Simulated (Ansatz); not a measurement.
# Infrared modes and screening in TiSi₃O₈ (rutile sites, Cmmm)

Perturbation theory with PBEsol in the plane-wave code Ansatz on the PBEsol cell, ground state and force constants on a 4×4×4 mesh. No spin polarisation. The prototype was imposed, so other structures may be more stable.

The symmetry is Cmmm (No. 65, orthorhombic); a = 6.025 Å, b = 6.121 Å, c = 5.511 Å in the conventional setting, 8.47 Å³ an atom. Si is surrounded by 6 O at 1.80 Å; Ti is surrounded by 6 O at 1.91–1.95 Å; O is surrounded by 2 Si at 1.76–1.80 Å and 1 Ti at 1.91 Å; O is surrounded by 2 Si at 1.80 Å and 1 Ti at 1.95 Å; Si is surrounded by 6 O at 1.76–1.87 Å; O is surrounded by 3 Si at 1.80–1.87 Å.

```
CELL_PARAMETERS angstrom
3.01259 -3.06054 0.00000
3.01259 3.06054 0.00000
0.00000 0.00000 5.51063
ATOMIC_POSITIONS crystal
Si 0.50000 0.50000 0.25545
Ti 0.00000 0.00000 0.00000
O 0.20069 0.20069 0.26717
O 0.79931 0.79931 0.26717
O 0.68208 0.31792 0.00000
O 0.31792 0.68208 0.00000
Si 0.50000 0.50000 0.74455
Si 0.00000 0.00000 0.50000
O 0.20069 0.20069 0.73283
O 0.79931 0.79931 0.73283
O 0.69470 0.30530 0.50000
O 0.30530 0.69470 0.50000
```

Optical modes without the longitudinal term:
```tsv
ω (cm⁻¹)	degeneracy	IR intensity, summed over the level ((D/Å)²/amu)
136	1	19.14
186	1	0.00
273	1	6.17
292	1	5.95
336	1	62.73
354	1	0.00
389	1	0.85
389	1	0.00
398	1	0.00
398	1	0.00
400	1	0.00
440	1	60.08
484	1	0.00
491	1	85.06
510	1	14.08
511	1	1.69
526	1	20.47
538	1	0.00
545	1	0.00
567	1	32.59
584	1	0.00
617	1	0.00
636	1	0.00
641	1	0.16
647	1	5.82
650	1	15.35
660	1	0.00
705	1	32.10
749	1	18.16
789	1	0.00
810	1	0.15
812	1	0.00
896	1	0.00
```

The zone-centre optical frequencies run from 136 to 896 cm⁻¹, none imaginary (the rest of the zone wasn't tested). With the long-range field the highest mode reaches 936 cm⁻¹. Of the real levels 17 are infrared active, the strongest at 491 cm⁻¹.

ε∞: 4.30, 4.49 and 4.94 along x, y and z. With the ions relaxed, ε⁰ is 34.8, 20.9 and 16.7 along x, y and z. Born charges, averaged over directions: Si +3.96 to +4.36, Ti +5.46, O -2.30 to -2.19 e. The program notes that the ground state's band table doesn't vouch for all the bands that the response reads.

For comparison, on the r2SCAN cell the mean ε∞ is 4.19 with r2SCAN (ground state on 6×6×4; least gap 2.23 eV).
